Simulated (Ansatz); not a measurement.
According to PBEsol in the plane-wave PAW code Ansatz, Pt in the diamond structure (Fd-3m) relaxes to a = 5.687 Å. Pt has 4 nearest neighbours from 2.46 Å (tetrahedral).

Electronic character: metallic (no gap). Gap from PBEsol with spin–orbit coupling: none (metallic).

The bulk modulus is 136 GPa. The relaxed-ion elastic constants in GPa are C11 = 106, C12 = 152, C44 = 0.4. The highest mode at Γ lies at 184 cm^-1.

The start of the workflow was typed in or built on a structure type; neither database checked (COD, Materials Project) lists it. It is not the phase usual at ambient conditions (space group No. 225). The PBEsol relaxation kept the symmetry of its start. At this level the phase is mechanically unstable. No spin polarisation was allowed. As this level gives no gap, shear constants depend on the k-mesh and smearing (Fermi–Dirac, 0.1 eV here). As this level gives no gap, phonon frequencies hold no LO–TO term and depend on the k-mesh and smearing (Fermi–Dirac, 0.1 eV here). On the denser mesh and wider smearing of the elastic run this cell carries a stress of 0.4 GPa. Spin–orbit coupling is left out wherever it is not named.

Potentials: the earlier of the program's two PAW sets. The files were generated under PBE; for other functionals the program regenerates the frozen cores, and for LDA and PBEsol the local potential too.
